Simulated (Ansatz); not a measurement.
MoPt in space group Pmma (No. 51; Mo on 2e, Pt on 2f) at seven volumes, PBEsol (plane waves, PAW; program Ansatz), shape and atoms relaxed at each. One row is withheld.

```
V (Å³/atom)  P (GPa)
-----------  -------
13.536             ?
13.983         21.84
14.429          9.97
14.875          0.00
15.321         -8.37
15.768        -15.38
16.214        -21.24
```

Q: Fit the shown pressures and predict the withheld one.

A: P = (3/2)B₀(x^(7/2) − x^(5/2))[1 + (3/4)(B′ − 4)(x − 1)] with x = (V₀/V)^(2/3). Least squares on the six rows gives V₀ = 14.875 Å³/atom, B₀ = 304 GPa, B′ = 4.87. At V = 13.536, x = 1.0649 and P = 36.10 GPa. The run itself gave 35.94 GPa.

The workflow started from a Materials Project entry (that database holds measured and hypothetical structures alike); the Crystallography Open Database copy checked does not list it. With Mo and Pt taken as one species the cell has the higher symmetry P6_3/mmc, so it may be an ordered model of a mixed-site phase. Whether it is the stable phase at ambient conditions was not checked. The PBEsol relaxation kept the symmetry of its start; whether a distortion lowers the energy is not shown. The run is not spin-polarised. Scalar-relativistic: spin–orbit coupling is off unless named, which matters more the heavier the elements.

Potentials: the later of the program's two PAW sets.
